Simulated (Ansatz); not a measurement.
Ansatz (a first-principles code) input:

Ansatz 0.2 input:
```yaml
crystal:
  lattice:
    - [0.0, 2.0027198859, 2.0027198859]
    - [2.0027198859, 0.0, 2.0027198859]
    - [2.0027198859, 2.0027198859, 0.0]
  atoms:
    - { symbol: Li, position: [0.0, 0.0, 0.0] }
    - { symbol: H, position: [0.5, 0.5, 0.5] }
kpoints:
  mp_grid: { grid: [12, 12, 12] }
hamiltonian:
  xc: r2scan
  pseudopotentials: { kind: paw }
scf:
  occupations: { method: fixed }
checkpoint: { read: static.run }
output: { bader: true, populations: true }
```

Output (shortened):

```
Pseudopotential: Li, paw, valence charge 3
Pseudopotential: H, paw, valence charge 1
Functional definition: r2SCAN
Crystal: 2 atoms, lattice volume = 16.065 Å³
Basis set: ecut = 500 eV, 411 PW (Γ), exchange–correlation on 96×96×96 points (64 copies of the dense FFT grid, shifted against one another)
Bands: 6, of which v1, the nominal top of the filled ones, is band 2 counted from 1 (1 counted from 0)
Symmetry: 48 space group operations
Space group: Fm-3m (ITA 225), of the structure as read, at distance tolerance 2.5e-5 Å
k-points: 72 of 1728
Stability of the state it starts from, as read at its close in the unpolarized treatment …
iter 1 solved again at ethr=2.22e-7 eV; its pass at ethr=3.10e-3 eV (dr2=8.87e-6 eV) is discarded
SCF iter   1: F=—  HF=-222.016175 eV  |F-HF|=—  |Δ(HF+E_count)|=         —  Δρ=6.41e-7  dr2=6.74e-11  dr2_τ=6.73e-13  ethr=2.22e-7  ⟨swp⟩=1.5  Hψ=4121  notcnv=0  defer=120
preconditioner: auto → none
SCF iter   2: F=-222.016175 eV  HF=-222.016175 eV  |F-HF|=4.35e-12  |Δ(HF+E_count)|=   3.19e-9  Δρ=2.45e-7  dr2=9.65e-12  dr2_τ=1.07e-13  ethr=1.68e-12  ⟨swp⟩=5.5  Hψ=1968  notcnv=0
SCF 1 converged in 2 iterations: F = -222.016175 eV  dr2 = 9.65e-12
SCF converged after 2 iterations
Free energy (F): -222.016175 eV
Harris-Foulkes:  -222.016175 eV  (|F-HF|=4.35e-12)
Internal energy: -222.016175 eV  (E = F + TS)
E sigma→0 (E₀):  -222.016175 eV
Fermi energy:    0.454323 eV
--- Per-component energies (eV) ---
  E_band       = -93.906036
  E_kinetic    = 36.296280
  E_local      = -124.820826  (includes V_loc(G=0)·N_el)
  E_nonlocal   = -31.767215
  E_hartree    = 34.930318
  E_xc         = -20.117379
  E_vxc        = -28.212502  (∫ρ·V_xc dr)
  E_paw        = -22.370572  (= ΣΔE_a)
  E_vpaw       = -16.654364  (= ΣTr[D̂ρ^β])
  E_aug_tail   = -0.000531  (compensation charges beyond the density's cutoff)
  E_vtau       = 1.392486  (kinetic-family band-sum trace: ∫τ·v_τ [+ j·A + Jᵃ·Aᵃ] dr)
  E_ewald      = -94.166250
  E_smearing   =  0.000000  (= −TS)
  E_closure    =  0.000000  (closes the sum)
  Σ components = -222.016175   (vs F -222.016175, Δ=0.00e0)
  [band-id]    e_kinetic+e_local+e_nonlocal+2·e_hartree+e_vxc+e_vpaw+e_augmentation_tail+e_vtau = -93.906036   (vs E_band -93.906036, Δ=1.00e-7)
--- Band table (eV; the first three rows and the last of 72) ---
  k-point 0: bands = ["-45.1232", "-5.0809", "18.0010", "19.6636", "19.6636", "19.6636"]
  k-point 1: bands = ["-45.1202", "-4.9513", "16.7415", "18.9804", "19.3605", "19.3605"]
  k-point 2: bands = ["-45.1119", "-4.5693", "13.9348", "17.8963", "18.8054", "18.8054"]
  k-point 71: bands = ["-45.0639", "0.2355", "6.4619", "6.4619", "13.1734", "19.6681"]
--- Löwdin populations: 2 sites ---
  site symbol       q [e]
     0     Li      2.3602
     1      H      1.5954
  spilling = 0.011113 (of n_electrons = 4.000000)
--- Bader charges: 2 sites ---
  site symbol  charge [e]  shift [e]
     0     Li      0.8707     0.0008
     1      H     -0.8707     0.0008
  shift: an alarm, by how much a part of what the PAW files miss would move the charge. Where it is large, compare
  with a run on PAW files of another source; a small one proves nothing
  estimated error of the sums over rays = 4.2e-5 e
```

Cost: roughly 14 core-seconds on shared cores.

The cell was relaxed with r²SCAN under the symmetry of its start.

Potentials: the later of the program's two PAW sets.

Ansatz is a plane-wave DFT program.
